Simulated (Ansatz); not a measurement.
An Ansatz (an electronic-structure program) run. Input:

Ansatz 0.2 input:
```yaml
crystal:
  lattice:
    - [4.769132228, 0.0, 0.0]
    - [-2.384566114, 4.1301896635, 0.0]
    - [0.0, 0.0, 6.5714937993]
  atoms:
    - { symbol: Nb, position: [0.5, 0.0, 0.5] }
    - { symbol: Nb, position: [0.5, 0.5, 0.8333333333] }
    - { symbol: Nb, position: [0.0, 0.5, 0.1666666667] }
    - { symbol: Si, position: [0.1594877018, 0.3189754035, 0.5] }
    - { symbol: Si, position: [0.8405122982, 0.1594877018, 0.8333333333] }
    - { symbol: Si, position: [0.6810245965, 0.8405122982, 0.1666666667] }
    - { symbol: Si, position: [0.8405122982, 0.6810245965, 0.5] }
    - { symbol: Si, position: [0.1594877018, 0.8405122982, 0.8333333333] }
    - { symbol: Si, position: [0.3189754035, 0.1594877018, 0.1666666667] }
kpoints:
  mp_grid: { grid: [21, 21, 13] }
hamiltonian:
  xc: pbesol
  pseudopotentials: { kind: paw }
scf:
  occupations: { method: fermi_dirac, width: 0.1 }
elastic: { mode: relaxed_ion, stencil: two_point, amplitude: 0.005, f_tol: 0.0005 }
```

Output (shortened):

```
Pseudopotential: Nb, paw, valence charge 13
Pseudopotential: Si, paw, valence charge 4
Functional definition: PBEsol
Crystal: 9 atoms, lattice volume = 129.441 Å³
Basis set: ecut = 420 eV, 2523 PW (Γ), exchange–correlation on 72×72×90 points (8 copies of the dense FFT grid, shifted against one another)
Bands: 41, of which v1, the nominal top of the filled ones, is band 32 counted from 1 (31 counted from 0)
Symmetry: 12 space group operations
Space group: P6222 (ITA 180), of the structure as read, at distance tolerance 5.1e-5 Å
k-points: 336 of 5733 (time reversal used)
SCF 1 converged in 10 iterations: F = -17221.311425 eV  dr2 = 2.20e-15
relax step   1: F+E_penalty+E_count = -17221.31142495 eV  Δ(F+E_penalty+E_count) = +0.000e0 eV  max|allowed force component| = 3.422e-2 eV/Å  Δτ_max = 0.0000 Å  (10 SCF iters, accepted)
Crystal: 9 atoms, lattice volume = 129.441 Å³
SCF 2 converged in 9 iterations: F = -17221.311699 eV  dr2 = 3.31e-15
relax step   2: F+E_penalty+E_count = -17221.31169883 eV  Δ(F+E_penalty+E_count) = -2.739e-4 eV  max|allowed force component| = 1.287e-3 eV/Å  Δτ_max = 0.0026 Å  (9 SCF iters, accepted)
Crystal: 9 atoms, lattice volume = 129.441 Å³
SCF 3 converged in 7 iterations: F = -17221.311699 eV  dr2 = 1.41e-15
relax step   3: F+E_penalty+E_count = -17221.31169922 eV  Δ(F+E_penalty+E_count) = -3.899e-7 eV  max|allowed force component| = 5.539e-6 eV/Å  Δτ_max = 0.0001 Å  (7 SCF iters, accepted)
Crystal: 9 atoms, lattice volume = 129.441 Å³
SCF 4 converged in 14 iterations: F = -17221.311699 eV  dr2 = 0.0
Crystal: 9 atoms, lattice volume = 128.794 Å³
Symmetry: 4 space group operations
k-points: 847 of 5733 (time reversal used)
SCF 5 converged in 10 iterations: F = -17221.308006 eV  dr2 = 3.23e-15
relax step   1: F+E_penalty+E_count = -17221.30800631 eV  Δ(F+E_penalty+E_count) = +0.000e0 eV  max|allowed force component| = 2.090e-2 eV/Å  Δτ_max = 0.0000 Å  (10 SCF iters, accepted)
Crystal: 9 atoms, lattice volume = 128.794 Å³
SCF 6 converged in 8 iterations: F = -17221.308078 eV  dr2 = 5.02e-15
relax step   2: F+E_penalty+E_count = -17221.30807756 eV  Δ(F+E_penalty+E_count) = -7.125e-5 eV  max|allowed force component| = 1.217e-2 eV/Å  Δτ_max = 0.0018 Å  (8 SCF iters, accepted)
Crystal: 9 atoms, lattice volume = 128.794 Å³
SCF 7 converged in 7 iterations: F = -17221.308089 eV  dr2 = 8.31e-14
relax step   3: F+E_penalty+E_count = -17221.30808893 eV  Δ(F+E_penalty+E_count) = -1.138e-5 eV  max|allowed force component| = 6.257e-4 eV/Å  Δτ_max = 0.0007 Å  (7 SCF iters, accepted)
Crystal: 9 atoms, lattice volume = 128.794 Å³
SCF 8 converged in 10 iterations: F = -17221.308089 eV  dr2 = 1.34e-19
relax step   4: F+E_penalty+E_count = -17221.30808910 eV  Δ(F+E_penalty+E_count) = -1.676e-7 eV  max|allowed force component| = 2.440e-4 eV/Å  Δτ_max = 0.0001 Å  (10 SCF iters, accepted)
Crystal: 9 atoms, lattice volume = 128.794 Å³
SCF 9 converged in 14 iterations: F = -17221.308089 eV  dr2 = 1.04e-19
Crystal: 9 atoms, lattice volume = 130.089 Å³
Basis set: ecut = 420 eV, 2525 PW (Γ), exchange–correlation on 72×72×90 points (8 copies of the dense FFT grid, shifted against one another)
SCF 10 converged in 9 iterations: F = -17221.307699 eV  dr2 = 5.38e-14
relax step   1: F+E_penalty+E_count = -17221.30769944 eV  Δ(F+E_penalty+E_count) = +0.000e0 eV  max|allowed force component| = 2.147e-2 eV/Å  Δτ_max = 0.0000 Å  (9 SCF iters, accepted)
Crystal: 9 atoms, lattice volume = 130.089 Å³
SCF 11 converged in 8 iterations: F = -17221.307779 eV  dr2 = 4.33e-15
relax step   2: F+E_penalty+E_count = -17221.30777854 eV  Δ(F+E_penalty+E_count) = -7.911e-5 eV  max|allowed force component| = 1.004e-3 eV/Å  Δτ_max = 0.0014 Å  (8 SCF iters, accepted)
Crystal: 9 atoms, lattice volume = 130.089 Å³
SCF 12 converged in 10 iterations: F = -17221.307779 eV  dr2 = 0.0
relax step   3: F+E_penalty+E_count = -17221.30777881 eV  Δ(F+E_penalty+E_count) = -2.659e-7 eV  max|allowed force component| = 1.379e-4 eV/Å  Δτ_max = 0.0001 Å  (10 SCF iters, accepted)
Crystal: 9 atoms, lattice volume = 130.089 Å³
SCF 13 converged in 14 iterations: F = -17221.307779 eV  dr2 = 1.15e-19
Crystal: 9 atoms, lattice volume = 128.794 Å³
SCF 14 converged in 9 iterations: F = -17221.305757 eV  dr2 = 2.11e-14
relax step   1: F+E_penalty+E_count = -17221.30575741 eV  Δ(F+E_penalty+E_count) = +0.000e0 eV  max|allowed force component| = 1.355e-2 eV/Å  Δτ_max = 0.0000 Å  (9 SCF iters, accepted)
Crystal: 9 atoms, lattice volume = 128.794 Å³
SCF 15 converged in 7 iterations: F = -17221.305800 eV  dr2 = 1.73e-14
relax step   2: F+E_penalty+E_count = -17221.30580036 eV  Δ(F+E_penalty+E_count) = -4.295e-5 eV  max|allowed force component| = 9.523e-5 eV/Å  Δτ_max = 0.0011 Å  (7 SCF iters, accepted)
Crystal: 9 atoms, lattice volume = 128.794 Å³
SCF 16 converged in 14 iterations: F = -17221.305800 eV  dr2 = 0.0
Crystal: 9 atoms, lattice volume = 130.089 Å³
SCF 17 converged in 9 iterations: F = -17221.308241 eV  dr2 = 1.55e-14
relax step   1: F+E_penalty+E_count = -17221.30824054 eV  Δ(F+E_penalty+E_count) = +0.000e0 eV  max|allowed force component| = 1.333e-2 eV/Å  Δτ_max = 0.0000 Å  (9 SCF iters, accepted)
Crystal: 9 atoms, lattice volume = 130.089 Å³
SCF 18 converged in 7 iterations: F = -17221.308283 eV  dr2 = 1.67e-14
relax step   2: F+E_penalty+E_count = -17221.30828269 eV  Δ(F+E_penalty+E_count) = -4.215e-5 eV  max|allowed force component| = 1.942e-4 eV/Å  Δτ_max = 0.0010 Å  (7 SCF iters, accepted)
Crystal: 9 atoms, lattice volume = 130.089 Å³
SCF 19 converged in 14 iterations: F = -17221.308283 eV  dr2 = 0.0
Crystal: 9 atoms, lattice volume = 129.441 Å³
Symmetry: 2 space group operations
k-points: 1507 of 5733 (time reversal used)
SCF 20 converged in 9 iterations: F = -17221.310083 eV  dr2 = 2.99e-15
relax step   1: F+E_penalty+E_count = -17221.31008288 eV  Δ(F+E_penalty+E_count) = +0.000e0 eV  max|allowed force component| = 2.494e-2 eV/Å  Δτ_max = 0.0000 Å  (9 SCF iters, accepted)
Crystal: 9 atoms, lattice volume = 129.441 Å³
SCF 21 converged in 8 iterations: F = -17221.310207 eV  dr2 = 4.56e-15
relax step   2: F+E_penalty+E_count = -17221.31020686 eV  Δ(F+E_penalty+E_count) = -1.240e-4 eV  max|allowed force component| = 2.783e-2 eV/Å  Δτ_max = 0.0043 Å  (8 SCF iters, accepted)
Crystal: 9 atoms, lattice volume = 129.441 Å³
SCF 22 converged in 7 iterations: F = -17221.310306 eV  dr2 = 5.72e-14
relax step   3: F+E_penalty+E_count = -17221.31030561 eV  Δ(F+E_penalty+E_count) = -9.875e-5 eV  max|allowed force component| = 2.169e-3 eV/Å  Δτ_max = 0.0020 Å  (7 SCF iters, accepted)
Crystal: 9 atoms, lattice volume = 129.441 Å³
SCF 23 converged in 7 iterations: F = -17221.310308 eV  dr2 = 5.36e-15
relax step   4: F+E_penalty+E_count = -17221.31030754 eV  Δ(F+E_penalty+E_count) = -1.925e-6 eV  max|allowed force component| = 3.360e-4 eV/Å  Δτ_max = 0.0003 Å  (7 SCF iters, accepted)
Crystal: 9 atoms, lattice volume = 129.441 Å³
SCF 24 converged in 14 iterations: F = -17221.310308 eV  dr2 = 1.23e-19
Crystal: 9 atoms, lattice volume = 129.441 Å³
SCF 25 converged in 9 iterations: F = -17221.310083 eV  dr2 = 2.97e-15
relax step   1: F+E_penalty+E_count = -17221.31008288 eV  Δ(F+E_penalty+E_count) = +0.000e0 eV  max|allowed force component| = 2.494e-2 eV/Å  Δτ_max = 0.0000 Å  (9 SCF iters, accepted)
Crystal: 9 atoms, lattice volume = 129.441 Å³
SCF 26 converged in 7 iterations: F = -17221.310307 eV  dr2 = 4.47e-14
relax step   2: F+E_penalty+E_count = -17221.31030708 eV  Δ(F+E_penalty+E_count) = -2.242e-4 eV  max|allowed force component| = 1.213e-3 eV/Å  Δτ_max = 0.0029 Å  (7 SCF iters, accepted)
Crystal: 9 atoms, lattice volume = 129.441 Å³
SCF 27 converged in 7 iterations: F = -17221.310308 eV  dr2 = 1.17e-14
relax step   3: F+E_penalty+E_count = -17221.31030754 eV  Δ(F+E_penalty+E_count) = -4.650e-7 eV  max|allowed force component| = 1.892e-4 eV/Å  Δτ_max = 0.0001 Å  (7 SCF iters, accepted)
Crystal: 9 atoms, lattice volume = 129.441 Å³
SCF 28 converged in 14 iterations: F = -17221.310308 eV  dr2 = 1.36e-19
SCF converged after 14 iterations
Stability not checked: this state was not tested for a lower state beside it, because too few of the mixer's solves of this state at the end of the SCF gave a …
Free energy (F): -17221.311699 eV
Harris-Foulkes:  -17221.311699 eV  (|F-HF|=0.00e0)
Internal energy: -17221.206043 eV  (E = F + TS)
E sigma→0 (E₀):  -17221.258871 eV
Entropy (-TS):   -0.105657 eV (-11.740 meV/atom)
Fermi energy:    14.636984 eV
--- Per-component energies (eV) ---
  E_band       = -133.971534
  E_kinetic    = 1447.635982
  E_local      = -2778.727853  (includes V_loc(G=0)·N_el)
  E_nonlocal   = 515.043424
  E_hartree    = 978.695582
  E_xc         = -864.379859
  E_vxc        = -935.485657  (∫ρ·V_xc dr)
  E_paw        = -12045.905671  (= ΣΔE_a)
  E_vpaw       = -339.828648  (= ΣTr[D̂ρ^β])
  E_aug_tail   = 0.000055  (compensation charges beyond the density's cutoff)
  E_ewald      = -4474.323193
  E_core_change = 0.755491  (= ΣΔE_core)
  E_smearing   = -0.105657  (= −TS)
  E_closure    = 0.000000  (closes the sum)
  Σ components = -17221.311699   (vs F -17221.311699, Δ=0.00e0)
--- Forces (eV/Å), atoms counted from 1 ---
  atom   1  Nb     0.00000000     0.00000000     0.00000000
  atom   2  Nb     0.00000000     0.00000000     0.00000000
  atom   3  Nb     0.00000000     0.00000000     0.00000000
  atom   4  Si     0.00000000     0.00000553     0.00000000
  atom   5  Si    -0.00000479     0.00000277     0.00000000
  atom   6  Si    -0.00000479    -0.00000277     0.00000000
  atom   7  Si     0.00000000    -0.00000553     0.00000000
  atom   8  Si     0.00000479    -0.00000277     0.00000000
  atom   9  Si     0.00000479     0.00000277     0.00000000
  max |Σ_I F_I| component: 9.14e-17 eV/Å
--- Stress (GPa, compression-positive) ---
       -0.049983       0.000000       0.000000
        0.000000      -0.049983       0.000000
        0.000000       0.000000       0.291129
  P = ⅓ Tr σ = 0.0637 GPa (0.637 kbar)
--- Band table (eV; the first three rows and the last of 336) ---
  k-point 0: bands = ["-39.8045", "-39.7644", "-39.7644", "-16.1090", "-16.1090", "-16.0917", "-16.0324", "-16.0324", "-15.9106", "-15.9014", "-15.8802", "-15.8802", "1.8436", "4.9608", "4.9608", "8.3946", "8.9743", "8.9743", "9.2257", "9.2257", "10.0890", …
  k-point 1: bands = ["-39.8041", "-39.7683", "-39.7609", "-16.1252", "-16.0909", "-16.0905", "-16.0359", "-16.0295", "-15.9111", "-15.9034", "-15.8923", "-15.8684", "1.8661", "4.5852", "5.3351", "8.4134", "8.8341", "9.1258", "9.1270", "9.3774", "10.0859", …
  k-point 2: bands = ["-39.8031", "-39.7724", "-39.7578", "-16.1391", "-16.0868", "-16.0712", "-16.0393", "-16.0276", "-15.9126", "-15.9094", "-15.9037", "-15.8575", "1.9332", "4.2139", "5.7029", "8.4692", "8.7111", "9.0802", "9.2862", "9.5436", "10.0763", …
  k-point 335: bands = ["-39.7904", "-39.7720", "-39.7701", "-16.1560", "-16.1401", "-16.1288", "-16.0041", "-15.9953", "-15.9449", "-15.8906", "-15.8764", "-15.8573", "4.4399", "4.6316", "5.0636", "6.0201", "6.2847", "7.5947", "9.5775", "9.9281", "10.1563", …
--- Elastic constants: 3 strain directions × 2 members + reference (group order 12) ---
  dense FFT box of the reference and of every strained cell: 36×36×45
  strains applied: 11, 33, 23; error gains …
  reference relaxed by the batch: 3 steps …
  largest displacement 2.7e-3 Å; the constants are those of the deck's cell at these positions:
  atoms:
    - { symbol: Nb, position: [0.5, 0.0, 0.5] }
    - { symbol: Nb, position: [0.5, 0.5, 0.8333333333333334] }
    - { symbol: Nb, position: [0.0, 0.5, 0.16666666666666669] }
    - { symbol: Si, position: [0.15981156112847134, 0.3196231222569427, 0.5] }
    - { symbol: Si, position: [0.8401884388715286, 0.15981156112847134, 0.8333333333333334] }
    - { symbol: Si, position: [0.6803768777430573, 0.8401884388715287, 0.16666666666666669] }
    - { symbol: Si, position: [0.8401884388715286, 0.6803768777430573, 0.5] }
    - { symbol: Si, position: [0.1598115611284714, 0.8401884388715287, 0.8333333333333334] }
    - { symbol: Si, position: [0.3196231222569427, 0.15981156112847134, 0.16666666666666669] }
  C = ∂σ_k/∂η_j (tension-positive GPa; Voigt order 11 22 33 23 13 12):
       372.924     73.191     85.077      0.000      0.000      0.000
        73.191    372.924     85.077      0.000      0.000      0.000
        85.383     85.383    461.263      0.000      0.000      0.000
         0.000      0.000      0.000    137.902      0.000      0.000
         0.000      0.000      0.000      0.000    137.902      0.000
         0.000      0.000      0.000      0.000      0.000    149.867
  reference stress σ⁰ (GPa):      0.050      0.050     -0.291      0.000      0.000      0.000
  moduli (Voigt/Reuss/Hill, GPa): K = 188.27/186.09/187.18   G = 149.36/148.13/148.75   E = 352.79   ν = 0.186
  mechanically stable: yes (min eigenvalue of sym C = 137.90 GPa)
  strain η (Voigt 11):  stress-route row diagonal C_11 = 372.92 GPa, energy-path curvature d²(F+E_count+ΔE)/dδ²/Ω₀ = 372.91 GPa
         δ    σ_11 (GPa)             F (eV)   n_scf  n_hpsi   n_pw
    -5.000e-3      -1.8491      -17221.3080891      14  708054   2548   relax 4 steps, max|allowed force component| 2.44e-4 eV/Å
     5.000e-3       1.8801      -17221.3077788      14  708129   2564   relax 3 steps, max|allowed force component| 1.38e-4 eV/Å
  strain η (Voigt 33):  stress-route row diagonal C_33 = 461.26 GPa, energy-path curvature d²(F+E_count+ΔE)/dδ²/Ω₀ = 461.27 GPa
         δ    σ_33 (GPa)             F (eV)   n_scf  n_hpsi   n_pw
    -5.000e-3      -2.6453      -17221.3058004      14  280811   2544   relax 2 steps, max|allowed force component| 9.52e-5 eV/Å
     5.000e-3       1.9674      -17221.3082827      14  280949   2563   relax 2 steps, max|allowed force component| 1.94e-4 eV/Å
  strain η (Voigt 23):  stress-route row diagonal C_44 = 137.90 GPa, energy-path curvature d²(F+E_count+ΔE)/dδ²/Ω₀ = 137.97 GPa
         δ    σ_23 (GPa)             F (eV)   n_scf  n_hpsi   n_pw
    -5.000e-3      -0.6895      -17221.3103075      14  1260241   2552   relax 4 steps, max|allowed force component| 3.36e-4 eV/Å
     5.000e-3       0.6895      -17221.3103075      14  1260200   2552   relax 3 steps, max|allowed force component| 1.89e-4 eV/Å
```

Cost: about 2.3 core-hours (a rough figure) on shared cores.

Space group P6_222. Symmetry was held in the PBEsol relaxation; of distortions, only those at the zone centre were tested. No spin polarisation was allowed. As this level gives no gap, shear constants depend on the k-mesh and smearing (Fermi–Dirac, 0.1 eV here). Scalar-relativistic: spin–orbit coupling is off unless named, which matters more the heavier the elements.

Potentials: the later of the program's two PAW sets.

Ansatz is a plane-wave DFT program.
